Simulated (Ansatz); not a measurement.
Relaxation of a relaxed Si2Ni cell displaced along its unstable phonon at q = (½, ½, 0) of its primitive reciprocal cell (94i cm⁻¹), largest move 0.15 Å; 12 atoms in the cell, which starts as P-42₁m (No. 113), tP12; a = b = 4.9461 Å, c = 6.1516 Å, α = β = γ = 90.00°. These are PBEsol (plane waves to 420 eV, PAW, scalar-relativistic; Ansatz, a quantum-chemistry and plane-wave program) values and carry that method's errors. Γ-centred k-mesh 9×9×6 on the run's cell (coarser than for final values), Fermi–Dirac smearing 0.05 eV. This is the first round of the run. 

The optimiser's lines from the output (shortened; P is positive under compression):

```
relax step   1: F+E_penalty+E_count = -28194.27104854 eV  Δ(F+E_penalty+E_count) = +0.000e0 eV  max|allowed force component| = 1.667e-1 eV/Å  Δτ_max = 0.0000 Å  P = +0.217 GPa  Ω = 150.495 Å³  (9 SCF iters, dr2 threshold 1.00e-7 eV, accepted)
relax step   2: F+E_penalty+E_count = -28194.28751397 eV  Δ(F+E_penalty+E_count) = -1.647e-2 eV  max|allowed force component| = 1.651e-1 eV/Å  Δτ_max = 0.0171 Å  P = +0.059 GPa  Ω = 150.721 Å³  (6 SCF iters, dr2 threshold 1.20e-6 eV, accepted)
relax step   3: F+E_penalty+E_count = -28194.49457132 eV  Δ(F+E_penalty+E_count) = -2.071e-1 eV  max|allowed force component| = 3.646e-1 eV/Å  Δτ_max = 0.1934 Å  P = -1.032 GPa  Ω = 152.483 Å³  (7 SCF iters, dr2 threshold 1.20e-6 eV, accepted)
relax step   4: F+E_penalty+E_count = -28194.73730724 eV  Δ(F+E_penalty+E_count) = -2.427e-1 eV  max|allowed force component| = 5.018e-1 eV/Å  Δτ_max = 0.1952 Å  P = -1.230 GPa  Ω = 153.343 Å³  (7 SCF iters, dr2 threshold 1.20e-6 eV, accepted)
relax step   5: F+E_penalty+E_count = -28194.59380636 eV  Δ(F+E_penalty+E_count) = +1.435e-1 eV  max|allowed force component| = 1.195e0 eV/Å  Δτ_max = 0.1944 Å  P = +0.279 GPa  Ω = 155.079 Å³  (7 SCF iters, dr2 threshold 1.20e-6 eV, rejected (line search))
relax step   6: F+E_penalty+E_count = -28194.84752936 eV  Δ(F+E_penalty+E_count) = -1.102e-1 eV  max|allowed force component| = 1.840e-1 eV/Å  Δτ_max = 0.0972 Å  P = +0.068 GPa  Ω = 153.245 Å³  (11 SCF iters, accepted)
relax step   7: F+E_penalty+E_count = -28194.96899623 eV  Δ(F+E_penalty+E_count) = -1.215e-1 eV  max|allowed force component| = 3.675e-1 eV/Å  Δτ_max = 0.1000 Å  P = +0.215 GPa  Ω = 153.659 Å³  (6 SCF iters, dr2 threshold 1.20e-6 eV, accepted)
relax step   8: F+E_penalty+E_count = -28195.15166222 eV  Δ(F+E_penalty+E_count) = -1.827e-1 eV  max|allowed force component| = 5.603e-1 eV/Å  Δτ_max = 0.0913 Å  P = +1.057 GPa  Ω = 152.460 Å³  (6 SCF iters, dr2 threshold 1.20e-6 eV, accepted)
relax step   9: F+E_penalty+E_count = -28195.32987306 eV  Δ(F+E_penalty+E_count) = -1.782e-1 eV  max|allowed force component| = 5.098e-1 eV/Å  Δτ_max = 0.1246 Å  P = +2.115 GPa  Ω = 150.291 Å³  (7 SCF iters, dr2 threshold 1.20e-6 eV, accepted)
relax step  10: F+E_penalty+E_count = -28195.52658945 eV  Δ(F+E_penalty+E_count) = -1.967e-1 eV  max|allowed force component| = 1.634e-1 eV/Å  Δτ_max = 0.1683 Å  P = -0.414 GPa  Ω = 151.666 Å³  (7 SCF iters, dr2 threshold 1.20e-6 eV, accepted)
relax step  11: F+E_penalty+E_count = -28195.55883237 eV  Δ(F+E_penalty+E_count) = -3.224e-2 eV  max|allowed force component| = 6.745e-2 eV/Å  Δτ_max = 0.0293 Å  P = -0.039 GPa  Ω = 151.288 Å³  (6 SCF iters, dr2 threshold 1.20e-6 eV, accepted)
relax step  12: F+E_penalty+E_count = -28195.56249481 eV  Δ(F+E_penalty+E_count) = -3.662e-3 eV  max|allowed force component| = 8.059e-3 eV/Å  Δτ_max = 0.0108 Å  P = +0.127 GPa  Ω = 151.170 Å³  (6 SCF iters, dr2 threshold 1.15e-6 eV, accepted)
relax step  13: F+E_penalty+E_count = -28195.56269199 eV  Δ(F+E_penalty+E_count) = -1.972e-4 eV  max|allowed force component| = 3.379e-3 eV/Å  Δτ_max = 0.0054 Å  P = +0.025 GPa  Ω = 151.254 Å³  (6 SCF iters, dr2 threshold 1.26e-7 eV, accepted)
relax step  14: F+E_penalty+E_count = -28195.56269849 eV  Δ(F+E_penalty+E_count) = -6.507e-6 eV  max|allowed force component| = 2.195e-4 eV/Å  Δτ_max = 0.0016 Å  P = -0.002 GPa  Ω = 151.278 Å³  (6 SCF iters, dr2 threshold 1.78e-9 eV, accepted)
relax step  15: F+E_penalty+E_count = -28195.57724253 eV  Δ(F+E_penalty+E_count) = -1.454e-2 eV  max|allowed force component| = 9.055e-4 eV/Å  Δτ_max = 0.0000 Å  P = +0.217 GPa  Ω = 151.278 Å³  stress off target by 5.81e-1 GPa  SCF on the basis re-selected at this cell (its energy is not comparable with the rows above)  (8 SCF iters)
relax step  16: F+E_penalty+E_count = -28195.57724240 eV  Δ(F+E_penalty+E_count) = +1.343e-7 eV  max|allowed force component| = 2.967e-2 eV/Å  Δτ_max = 0.0080 Å  P = -0.017 GPa  Ω = 151.564 Å³  (6 SCF iters, dr2 threshold 8.45e-7 eV, accepted)
relax step  17: F+E_penalty+E_count = -28195.57782796 eV  Δ(F+E_penalty+E_count) = -5.856e-4 eV  max|allowed force component| = 3.319e-3 eV/Å  Δτ_max = 0.0057 Å  P = +0.023 GPa  Ω = 151.493 Å³  (6 SCF iters, dr2 threshold 6.96e-8 eV, accepted)
relax step  18: F+E_penalty+E_count = -28195.57783061 eV  Δ(F+E_penalty+E_count) = -2.644e-6 eV  max|allowed force component| = 4.347e-4 eV/Å  Δτ_max = 0.0004 Å  P = +0.000 GPa  Ω = 151.513 Å³  (6 SCF iters, dr2 threshold 3.42e-9 eV, accepted)
relax step  19: F+E_penalty+E_count = -28195.57787015 eV  Δ(F+E_penalty+E_count) = -3.955e-5 eV  max|allowed force component| = 4.379e-4 eV/Å  Δτ_max = 0.0000 Å  P = -0.001 GPa  Ω = 151.513 Å³  stress off target by 3.97e-3 GPa  SCF on the basis re-selected at this cell (its energy is not comparable with the rows above)  (6 SCF iters)
```

From the first to the last row the energy changes by -0.11 eV/atom and the volume by +0.7 %. The last row is marked as not comparable with the walk above it, whose basis was carried along; it does compare with step 1, since both stand on a basis selected at the nominal cutoff for their own cell.

Step 5 was rejected by the optimiser.

Later rounds, restarted from the end of this one on a renewed k-mesh, logged 4 more steps and released under 0.01 eV/atom more. The final structure after all rounds: Pbcm (No. 57), oP12; a = 5.937 Å, b = 5.515 Å, c = 4.627 Å, α = β = γ = 90.00°. Between re-selections the logged energies stand on a plane-wave basis carried along with the cell. No spin polarisation in the result. A magnetic state may lie lower.

The run could not lose the symmetry of its start, so the end can be a saddle point.

The relaxed structure here is a generated cell of Si2Ni: the first start was made by placing the elements on the sites of a structure type, and the end was not matched to a known phase here, so it may be hypothetical. Known forms of Si2Ni include space group No. 225.
